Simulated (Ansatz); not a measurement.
# Structures of SiF: which is lowest?

Plane-wave DFT in Ansatz with scalar-relativistic PAW potentials, cutoff 420 eV, Γ-centred meshes chosen by cell and gap, Gaussian smearing with energies taken to zero width. Every cell was relaxed (cell and atoms) in a run of its own, within the symmetry of its start. Functional: PBE.

Relaxed structures (starts from databases or built by putting these elements on another compound's sites):
A. Cmcm, 4 atoms in the computed cell, a = 3.919 Å, b = 12.874 Å, c = 2.489 Å; sites (symmetry × multiplicity) Si m2m × 4, F m2m × 4; start: built
B. P2_13, 8 atoms in the computed cell, a = 5.044 Å; sites (symmetry × multiplicity) Si .3. × 4, F .3. × 4; start: built

Rank them by energy. Could pressure change the order?

| structure | group | E − E(lowest) (meV/atom) | V (Å³/atom) | gap on mesh (eV) |
| --- | --- | --- | --- | --- |
| B | P2_13 | 0.0 | 16.04 | 0.00 |
| A | Cmcm | 288 | 15.70 | 0.00 |

B is lowest, 288 meV/atom under A. The two lowest differ in volume by under 3 %, too little for a first-order estimate of what pressure does to that pair (other pairs aren't weighed here); with rigid cells even 3 % in favour of the higher one would need about 96 GPa. Other structures may lie lower than all of these, and vibrations aren't counted.

Each cell of SiF holds layers, chains or molecules, and where no dispersion correction was added their binding is poorly described. Spin polarisation was left out, and a magnetic state may lie lower.